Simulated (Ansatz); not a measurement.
HfO2 (fluorite, Fm-3m), LDA (plane waves, PAW; program Ansatz). The conduction-band minimum lies at X, with 3 equivalent valleys. Second derivatives d²E/dk² of the lowest band at one valley (eV·Å²), along Cartesian directions:

```
direction  d²E/dk²
---------  -------
[100]        6.992
[010]        11.16
[001]        11.16
[110]        9.077
[101]        9.077
[011]        11.16
```

Task: Find the principal effective masses, the density-of-states mass and the conductivity mass.

Result: Off-diagonal terms follow from H_xy = H[110] − (H_xx + H_yy)/2, and m*/mₑ = 7.620 eV·Å² over each eigenvalue: 0.68, 0.68, 1.1. One valley's DOS mass (m₁m₂m₃)^(1/3) = 0.80, conductivity mass 3/(Σ 1/mᵢ) = 0.78 mₑ.

Task: What effective density of states Nc follows at 300 K for parabolic valleys?

Result: Nc = 2.509e19 × 3 × (0.80)^(3/2) ≈ 5.4e19 cm⁻³.

Task: With the computed static dielectric constant 34.7 (mean of the diagonal), estimate a hydrogenic donor's binding energy and radius.

Result: E = 13.606 eV × 0.78/34.7² ≈ 8.8 meV; a = 0.529 Å × ε/m* ≈ 24 Å. Semilocal masses tend to be too small where the gap is.

This is a known high-temperature phase of the composition, computed here at zero pressure and temperature. The LDA relaxation kept the symmetry of its start. At this level the phase is dynamically unstable (imaginary phonons). The run is not spin-polarised. Scalar-relativistic: spin–orbit coupling is off unless named, which matters more the heavier the elements.

Potentials: the later of the program's two PAW sets.
